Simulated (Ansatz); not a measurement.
The relaxed structure here is a generated cell of VO2: the first start was made by a random draw of sites in a space group, and the end was not matched to a known phase here, so it may be hypothetical. Known forms of VO2 include space group No. 136.

The end point of a relaxation of VO₂. Level of theory: PBEsol (plane waves to 420 eV, PAW, scalar-relativistic; Ansatz, a first-principles code).

```cif
data_O2V
_chemical_formula_sum 'O2 V1'
_space_group_name_H-M_alt 'P 1'
_space_group_IT_number 1
_cell_length_a 3.25724
_cell_length_b 3.25724
_cell_length_c 2.43156
_cell_angle_alpha 90.000
_cell_angle_beta 90.000
_cell_angle_gamma 90.000
loop_
_space_group_symop_operation_xyz
  'x, y, z'
loop_
_atom_site_label
_atom_site_type_symbol
_atom_site_fract_x
_atom_site_fract_y
_atom_site_fract_z
_atom_site_occupancy
O1 O 0.00000 0.50000 0.50000 1
O2 O 0.50000 0.00000 0.50000 1
V1 V 0.50000 0.50000 0.00000 1
```

Task: Determine the symmetry and give the standard cell with its independent sites.

Result: Space group P4/mmm (No. 123); a = 3.257 Å, b = 3.257 Å, c = 2.432 Å, α = 90.00°, β = 90.00°, γ = 90.00°

```json
[
 {"atom": "O", "site": "2e", "symmetry": "mmm.", "x": "0.0000", "y": "0.5000", "z": "0.5000"},
 {"atom": "V", "site": "1c", "symmetry": "4/mmm", "x": "0.5000", "y": "0.5000", "z": "0.0000"}
]
```

Task: Give the shortest distances between elements (the closest pairs, up to four, under 3.6 Å).

Result: O–V 2.03 Å; O–O 2.30 Å; V–V 2.43 Å.

The volume per atom comes out as 8.60 Å³, the band gap comes out as zero (metallic) and the magnetic moment is zero (the starting moments vanished).

No spin polarisation in the result: the starting moments vanished. The relaxed primitive cell holds an odd number of electrons. A magnetic state may lie lower. The d or f electrons are treated with no Hubbard U.

The run could not lose the symmetry of its start, so the end can be a saddle point.

All atoms sit on sites fixed by symmetry, so only the cell could relax.
